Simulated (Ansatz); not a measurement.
CaO (rock salt), relaxed with HSE06 (Ansatz, a quantum-chemistry and plane-wave program, plane waves, PAW): a = b = c = 4.798 Å, α = β = γ = 90.00°.

* **gap (eV)**: 5.31
* **B₀ by P(V) fit (GPa)**: 115

Problem. The same phase is relaxed and computed with PBE in the same code. What are the cell and these values now?

Solution. a = b = c = 4.831 Å, α = β = γ = 90.00°.

- gap (eV) = 3.66
- B₀ by P(V) fit (GPa) = 105

All cells were relaxed under the symmetry of their starts (and spin orders); stability against distortions was not tested throughout.

Potentials: the later of the program's two PAW sets.

Ansatz is a plane-wave DFT program.
